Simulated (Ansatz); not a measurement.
GaS:
```yaml
crystal:
  lattice:
    - [3.53657, 0.00000, 0.00000]
    - [-1.76829, 3.06276, 0.00000]
    - [0.00000, 0.00000, 15.23752]
  atoms:
    - { symbol: Ga, position: [0.33333, 0.66667, 0.17094] }
    - { symbol: Ga, position: [0.66667, 0.33333, 0.67094] }
    - { symbol: Ga, position: [0.33333, 0.66667, 0.32906] }
    - { symbol: Ga, position: [0.66667, 0.33333, 0.82906] }
    - { symbol: S, position: [0.33333, 0.66667, 0.60018] }
    - { symbol: S, position: [0.66667, 0.33333, 0.10018] }
    - { symbol: S, position: [0.33333, 0.66667, 0.89982] }
    - { symbol: S, position: [0.66667, 0.33333, 0.39982] }
```

Relaxed with LDA.

### Question
Give the optical modes at the zone centre with their infrared and Raman activity from DFPT, DFT-LDA in the program Ansatz with PAW potentials.

### Answer
Transverse frequencies, without the LO–TO term; a row sums one degenerate level.

```csv
ω (cm⁻¹),degeneracy,IR ((D/Å)²/amu),Raman (Å⁴/amu),activity,symmetry
23,2,0.00,1.2,Raman,E2g
43,1,0.00,0,silent,B1g
70,2,0.00,0,silent,E2u
72,2,0.00,36,Raman,E1g
182,1,0.00,0,silent,B2u
188,1,0.00,950,Raman,A1g
294,2,0.00,0,silent,E2u
295,2,0.00,100,Raman,E1g
299,2,40.40,0,IR,E1u
300,2,0.00,0.57,Raman,E2g
323,1,4.04,0,IR,A2u
339,1,0.00,0,silent,B1g
364,1,0.00,0,silent,B2u
364,1,0.00,890,Raman,A1g
```

### Question
How high does the top mode go among those that the LO–TO term moves?

### Answer
354 cm⁻¹ for q along x, 354 cm⁻¹ for q along y, 337 cm⁻¹ for q along z.

Space group P6_3/mmc. The cell was relaxed with LDA under the symmetry of its start. A crystal of weakly bound layers computed without a dispersion correction: the cell and the soft elastic constants depend strongly on that.

Potentials: the later of the program's two PAW sets.
